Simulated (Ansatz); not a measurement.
Consider the following.

BN (zinc blende), conventional cell a = 3.6247 Å, b = 3.6247 Å, c = 3.6247 Å, α = 90.00°, β = 90.00°, γ = 90.00°. The calculation uses the primitive cell of 2 atoms, to which meshes and values per cell refer.

E(V) scan at fixed shape, V₀ the volume above. Symmetry pins the atoms to their sites.

Computed with PBE (plane waves to 420 eV, PAW, scalar-relativistic; Ansatz, an electronic-structure program). k mesh 16×16×16 (Γ-centred), Fermi-Dirac smearing 0.05 eV. Energies are smeared free energies. Stress and pressure are positive under compression. BN was relaxed with its symmetry unable to fall. The zero of ΔE is the relaxed starting cell.

The scan covers V/V₀ from 0.840 to 1.160 in 13 points.

Task: What is ΔE at V/V₀ = 0.840?

Result: 231.0 meV/atom.

Task: What is ΔE at V/V₀ = 1.160?

Result: 139.7 meV/atom.

Task: What pressure does the cell carry at V/V₀ = 0.840?

Result: 89.0 GPa.

(A scan under strain: stresses follow from slopes of the energy per volume, elastic moduli from its curvatures.)
